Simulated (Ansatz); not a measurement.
A relaxed cell of AlV2C is given with its symmetry left out. It was relaxed at this level from a Materials Project cell.

Method: DFT PBE, scalar-relativistic, plane waves, PAW in Ansatz 0.2.0. Cutoff 420 eV, Γ-centred mesh, Gaussian smearing, no spin polarisation.

```
Al V C
1.0
     2.90469    0.00000    0.00000
    -1.45235    2.51554    0.00000
     0.00000    0.00000   13.12958
Al V C
2 4 2
Direct
  0.33333 0.66667 0.25000
  0.66667 0.33333 0.75000
  0.33333 0.66667 0.58538
  0.66667 0.33333 0.41462
  0.66667 0.33333 0.08538
  0.33333 0.66667 0.91462
  0.00000 0.00000 0.00000
  0.00000 0.00000 0.50000
```

Energies over the elements count from the elements' standard structures at the same level, with no fitted energy shifts.

Task: What space group does it have?

Result: P6_3/mmc (No. 194), the MAX phase (211) type. Conventional cell: a = 2.905 Å, c = 13.130 Å. Al is surrounded by 6 V at 2.74 Å and 6 Al at 2.90 Å; around V lie 3 C at 2.02 Å, 3 Al at 2.74 Å and 9 V at 2.80–2.90 Å; C is surrounded by 6 V at 2.02 Å.

Task: How far does it lie from the elements in energy?

Result: −0.53 eV/atom. A negative formation energy is needed for stability but isn't enough: competing phases decide.

Task: Is it a metal?

Result: Yes, bands cross the Fermi level on the 12×12×4 mesh.

The last run used a 12×12×4 mesh (in the run's order of axes) for its 8-atom cell and Gaussian smearing of 0.10 eV. The reference form of C is held partly by dispersion forces, which this level lacks. Trial moments died out on the coarse mesh, so the last step has no spin; another magnetic start might hold. A structure relaxed within its symmetry needn't be a true minimum.
